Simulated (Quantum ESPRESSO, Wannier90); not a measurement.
# TlBr (CsCl type): Wannier90 run

```xyz
2
Lattice="3.9999 0.0000 0.0000 0.0000 3.9999 0.0000 0.0000 0.0000 3.9999" Properties=species:S:1:pos:R:3 pbc="T T T"
Tl     0.0000     0.0000     0.0000
Br     2.0000     2.0000     2.0000
```

Cell from Materials Project (mp-22875), symmetrised, no further relaxation. COD (Crystallography Open Database) has an entry of this formula and space group (matched by these alone). Computed values, not measurements, from LDA: Quantum ESPRESSO (norm-conserving PseudoDojo potentials, cutoff 50 Ry, no spin polarisation, no spin-orbit coupling) on a Γ-centred 6×6×6 mesh, then Wannier90. Density: 8×8×8 mesh, cold smearing 0.01 Ry. Spin-orbit coupling is left out although heavy elements are present.

Band 1 is isolated and gives one Wannier function a cell (Br2 4s 91 %, Tl1 6p 8 %; spread 1.03 Å²). Its on-site energy is ε = -13.397 eV relative to the valence-band maximum, and its hoppings t(R) = t(−R) to the nearer images are (images within this range that aren't listed have |t| under 5 meV):

```
R (lattice vectors; −R alike)  distance (Å)  t (eV)
-----------------------------  ------------  ------
0 0 1                                  4.00  -0.039
0 1 0                                  4.00  -0.039
1 0 0                                  4.00  -0.039
```

**Question.** Work out the band energy at Γ, X, M, R from these numbers.

**Answer.** For one orbital E(k) = ε + Σ_R 2 t(R) cos(2π k·R), the sum over the listed R.
- Γ, k = (0.000, 0.000, 0.000): E = -13.397 + (-0.039)·(6.00) = -13.63 eV; pw.x: -13.67 eV
- X, k = (0.000, 0.500, 0.000): E = -13.397 + (-0.039)·(2.00) = -13.47 eV; pw.x: -13.44 eV
- M, k = (0.500, 0.500, 0.000): E = -13.397 + (-0.039)·(-2.00) = -13.32 eV; pw.x: -13.33 eV
- R, k = (0.500, 0.500, 0.500): E = -13.397 + (-0.039)·(-6.00) = -13.16 eV; pw.x: -13.15 eV

At these points the listed shells miss the plane-wave band by up to 0.04 eV, of a width of 0.52 eV on the path. With all its hoppings the model misses the band by 0.0 meV at worst on the whole path, so most of the miss comes from the hoppings not listed.
